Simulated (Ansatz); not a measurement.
KZnF3 (cubic perovskite, Pm-3m) at seven volumes, r²SCAN (plane waves, PAW; program Ansatz), scaled uniformly. One row is withheld.

```
V (Å³/atom)  P (GPa)
-----------  -------
12.057          9.93
12.455          6.04
12.852          2.77
13.250          0.00
13.647             ?
14.045         -4.31
14.442         -5.97
```

Q: Fit the shown pressures and predict the withheld one.

A: P = (3/2)B₀(x^(7/2) − x^(5/2))[1 + (3/4)(B′ − 4)(x − 1)] with x = (V₀/V)^(2/3). Least squares on the six rows gives V₀ = 13.250 Å³/atom, B₀ = 84.6 GPa, B′ = 4.62. At V = 13.647, x = 0.9805 and P = -2.33 GPa. The run itself gave -2.33 GPa.

The r²SCAN relaxation kept the symmetry of its start; phonons on a q-mesh show no instability.

Potentials: the later of the program's two PAW sets.
